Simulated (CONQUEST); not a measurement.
Consider a self-consistent single point of SnTe (Fm-3m, 8 atoms in the cell; from Materials Project mp-1883, changed as shown).

```yaml
crystal:
  lattice:
    - [6.20985, 0.00000, 0.00000]
    - [0.00000, 6.20985, 0.00000]
    - [0.00000, 0.00000, 6.20985]
  atoms:
    - { symbol: Sn, position: [0.00000, 0.00000, 0.00000] }
    - { symbol: Sn, position: [0.00000, 0.50000, 0.50000] }
    - { symbol: Sn, position: [0.50000, 0.00000, 0.50000] }
    - { symbol: Sn, position: [0.50000, 0.50000, 0.00000] }
    - { symbol: Te, position: [0.50000, 0.00000, 0.00000] }
    - { symbol: Te, position: [0.50000, 0.50000, 0.50000] }
    - { symbol: Te, position: [0.00000, 0.00000, 0.50000] }
    - { symbol: Te, position: [0.00000, 0.50000, 0.00000] }
```

Method: LDA (PW92), numerical atomic orbitals double-zeta with polarisation (the shipped basis), PseudoDojo norm-conserving potentials made for LDA (CONQUEST).

CONQUEST settings:

| setting | value |
|---|---|
| basis | DZP |
| Diag.MPMeshX, Y, Z | 4 4 4 |
| potentials | PseudoDojo norm-conserving LDA |
| Grid.GridCutoff | 140 Ha |
| DM.SolutionMethod | diagon |
| Diag.kT | 0.003675 Ha |
| Diag.GammaCentred | true |
| minE.SCTolerance | 1.0e-07 |
| SC.MaxIters | 100 |
| SC.LinearMixingFactor | 0.5 |
| AtomMove.TypeOfRun | static |

Results:

Number of valence electrons: 120
Number of bands: 144
Number of k-points after the program's reduction: 51
Size of the basis: 144
Number of SCF iterations: 7
FFT grid: 64 × 64 × 64
Free energy E − TS: -19941.3280 eV
Pressure: 0.82 GPa

For comparison: a first run was changed to give this one (lattice scaled by 0.98), and from it to this one the free energy drops by 7.1 meV/atom and the pressure goes from -2.05 to 0.82 GPa.

Spin-orbit coupling is left out, which matters for bands and gaps with elements this heavy. The program uses no crystal symmetry, so grid and mesh can part values that symmetry would make equal. The atom-centred basis is finite, which shifts total energies and pressures against plane waves. The structure comes from a collection of computed structures, made at another level of theory; the collection holds predicted forms beside known ones. Its lattice was then scaled. No clean gap shows at this smearing width and mesh (spacing up to 0.25 Å⁻¹); the mesh is coarse for partly filled bands, so the values carry mesh errors. Semi-local functionals can close small gaps.

Cost on one core: roughly 60 core-seconds.
